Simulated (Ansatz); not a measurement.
Sb2Mo (Cmc2_1), relaxed and computed with several functionals in Ansatz (plane waves, PAW).

| functional | a (Å) | c (Å) | V (Å³/atom) | ΔH_f (eV/atom) |
|---|---|---|---|---|
| r²SCAN | … | … | … | … |
| PBEsol | 3.377 | 5.893 | 21.22 | 0.04 |
| PBE | 3.423 | 5.973 | 22.07 | 0.09 |

Q: Fill in the missing entries.

A: 
- r²SCAN, a (Å): 3.425
- r²SCAN, c (Å): 5.937
- r²SCAN, V (Å³/atom): 21.81
- r²SCAN, ΔH_f (eV/atom): 0.08

Typed or built starts, not in the databases checked: Sb2Mo, Cmc2_1 (Mo on 4a, Sb on 4a, Sb on 4a). All cells were relaxed under the symmetry of their starts (and spin orders); stability against distortions was not tested throughout. Rows with no word on spin ran without spin polarisation. Scalar-relativistic: spin–orbit coupling is off unless named, which matters more the heavier the elements.

Potentials: the later of the program's two PAW sets.

Ansatz (a program for electronic structure) is a plane-wave DFT program.

Formation energies count from the lowest solids of the elements computed at the same level, not from gases.
